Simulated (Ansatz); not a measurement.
Mo:
```
CELL_PARAMETERS angstrom
     -1.55576     1.55576     1.55576
      1.55576    -1.55576     1.55576
      1.55576     1.55576    -1.55576
ATOMIC_POSITIONS crystal
  Mo 0.00000 0.00000 0.00000
```

Relaxed with LDA. Special points in fractions of this cell's reciprocal vectors: Γ (0.000, 0.000, 0.000); H (0.500, -0.500, 0.500); N (0.000, 0.000, 0.500); P (0.250, 0.250, 0.250).

Q: List the band energies nearest the Fermi level at these points for LDA (plane waves, PAW; program Ansatz).

A: In eV from the Fermi level; about four levels below and three above (degenerate sets whole), none deeper than 8.9 eV; … stands for higher levels left out; points with the same levels are listed once.

| k | below | above |
|---|---|---|
| Γ | -7.40 -1.48 -1.48 -1.48 | … |
| H | -5.78 -5.78 | … |
| N | -5.59 -3.62 | 1.72 1.77 … |
| P | -2.73 -2.73 -2.73 | … |

Space group Im-3m (bcc (W type)). The cell was relaxed with LDA under the symmetry of its start. The run is not spin-polarised. Scalar-relativistic: spin–orbit coupling is off unless named, which matters more the heavier the elements.

Potentials: the earlier of the program's two PAW sets.
